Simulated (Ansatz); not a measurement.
BP (zinc blende, F-43m) under volume change, plane-wave PAW LDA (Ansatz code), scaled uniformly.

| V (Å³/atom) | E − E(relaxed) (meV/atom) | P (GPa) |
|---|---|---|
| 10.300 | [?] | [?] |
| 10.640 | 24.6 | 12.19 |
| 10.979 | [?] | [?] |
| 11.319 | 0.0 | -0.01 |
| 11.658 | 5.3 | -4.92 |
| 11.998 | 20.4 | -9.17 |
| 12.338 | 43.8 | -12.86 |

Task: What belongs in the gaps?

Result: 
- 10.979, E − E(relaxed) (meV/atom): 5.8
- 10.979, P (GPa): 5.65
- 10.300, E − E(relaxed) (meV/atom): 58.2
- 10.300, P (GPa): 19.74

Task: What does a third-order Birch–Murnaghan fit give for V₀, B₀ and B′?

Result: V₀ = 11.32 Å³/atom, B₀ = 175 GPa, B′ = 3.8.

The cell was relaxed with LDA under the symmetry of its start; phonons on a q-mesh show no instability.

Potentials: the later of the program's two PAW sets.
